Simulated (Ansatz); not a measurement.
BeSe (zinc blende, F-43m), the program Ansatz at the PBE level (PAW). The conduction-band minimum lies at X, with 3 equivalent valleys. Second derivatives d²E/dk² of the lowest band at one valley (eV·Å²), along Cartesian directions:

```tsv
direction	d²E/dk²
[100]	8.509
[010]	28.15
[001]	28.15
[110]	18.33
[101]	18.33
[011]	28.12
```

Task: Find the principal effective masses, the density-of-states mass and the conductivity mass.

Result: Off-diagonal terms follow from H_xy = H[110] − (H_xx + H_yy)/2, and m*/mₑ = 7.620 eV·Å² over each eigenvalue: 0.27, 0.27, 0.90. One valley's DOS mass (m₁m₂m₃)^(1/3) = 0.40, conductivity mass 3/(Σ 1/mᵢ) = 0.35 mₑ.

Task: What effective density of states Nc follows at 300 K for parabolic valleys?

Result: Nc = 2.509e19 × 3 × (0.40)^(3/2) ≈ 1.9e19 cm⁻³.

Task: With the computed static dielectric constant 7.79 (mean of the diagonal), estimate a hydrogenic donor's binding energy and radius.

Result: E = 13.606 eV × 0.35/7.79² ≈ 78 meV; a = 0.529 Å × ε/m* ≈ 12 Å. Semilocal masses tend to be too small where the gap is.

Task: With ε∞ = 6.00 and ω_LO = 560 cm⁻¹, what Fröhlich coupling constant follows?

Result: α = (1/ε∞ − 1/ε0) √(m* × 13.606 eV/ħω_LO) = 0.32.

The PBE relaxation kept the symmetry of its start; phonons on a q-mesh show no instability. Spin–orbit coupling is left out wherever it is not named.

Potentials: the later of the program's two PAW sets.
